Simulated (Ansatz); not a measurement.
MgCdS2:
```yaml
crystal:
  lattice:
    - [3.78191, 0.00000, 0.00000]
    - [0.00000, 3.78191, 0.00000]
    - [0.00000, 0.00000, 5.35369]
  atoms:
    - { symbol: Mg, position: [0.50000, 0.50000, 0.50000] }
    - { symbol: Cd, position: [0.00000, 0.00000, 0.00000] }
    - { symbol: S, position: [0.00000, 0.00000, 0.50000] }
    - { symbol: S, position: [0.50000, 0.50000, 0.00000] }
```

Relaxed with r²SCAN.

Task: Give the optical modes at the zone centre with their infrared and Raman activity from DFPT, r²SCAN in the plane-wave PAW code Ansatz.

Result: Transverse frequencies, without the LO–TO term; a row sums one degenerate level.

```tsv
ω (cm⁻¹)	degeneracy	IR ((D/Å)²/amu)	Raman (Å⁴/amu)	activity	symmetry
86	2	0.83	0	IR	Eu
120	1	2.57	0	IR	A2u
175	2	30.59	0	IR	Eu
177	1	13.59	0	IR	A2u
227	2	2.28	0	IR	Eu
280	1	0.86	0	IR	A2u
```

Task: How high does the top mode go among those that the LO–TO term moves?

Result: 326 cm⁻¹ for q along x, 326 cm⁻¹ for q along y, 331 cm⁻¹ for q along z.

Space group P4/mmm. The first step of the workflow began from a Materials Project structure, measured or hypothetical; the Crystallography Open Database copy checked does not list it. With Mg and Cd taken as one species the cell has the higher symmetry Fm-3m, so it may be an ordered model of a mixed-site phase. Whether it is the stable phase at ambient conditions was not checked. Symmetry was held in the r²SCAN relaxation; of distortions, only those at the zone centre were tested.

Potentials: the later of the program's two PAW sets.
